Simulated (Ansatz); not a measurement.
# Sb2Au: pressure against volume, fitted

```yaml
crystal:
  lattice:
    - [0.00000, 3.32800, 3.32800]
    - [3.32800, 0.00000, 3.32800]
    - [3.32800, 3.32800, 0.00000]
  atoms:
    - { symbol: Sb, position: [0.25000, 0.25000, 0.25000] }
    - { symbol: Sb, position: [0.75000, 0.75000, 0.75000] }
    - { symbol: Au, position: [0.00000, 0.00000, 0.00000] }
```

Atoms are numbered in the order listed.

The cell is COD entry 9009002, as deposited and not checked against the literature; nothing was relaxed.

No spin–orbit coupling, which matters for the heavy atoms here.

All numbers below come from Ansatz 0.2.0, DFT, LDA, all-electron LAPW, scalar-relativistic.

Settings: a Γ-centred 9×9×9 k mesh, Fermi–Dirac smearing of 0.08 eV, basis error target 1 meV/atom, no spin polarisation.

The cell is scaled evenly. Fractional coordinates are held (clamped ions).

| V (Å³/atom) | P (GPa) |
| --- | --- |
| 23.590 | 7.60 |
| 24.082 | 5.14 |
| 24.327 | 4.01 |
| 24.573 | 2.95 |
| 24.819 | 1.95 |
| 25.064 | 1.00 |
| 25.556 | -0.74 |
| 26.047 | -2.29 |

Problem. Fit a third-order Birch–Murnaghan curve to the pressures.

Solution. P = (3B0/2)(y^(7/2) − y^(5/2))[1 + (3/4)(B0′ − 4)(y − 1)] with y = (V0/V)^(2/3) fits within 0.01 GPa for V0 = 25.340 Å³/atom, B0 = 89.0 GPa and B0′ = 4.93.

Problem. Predict the pressure at the withheld volume, 23.099 Å³/atom.

Solution. There y = 1.0637, so the fit gives 10.36 GPa; the run gave 10.35 GPa.
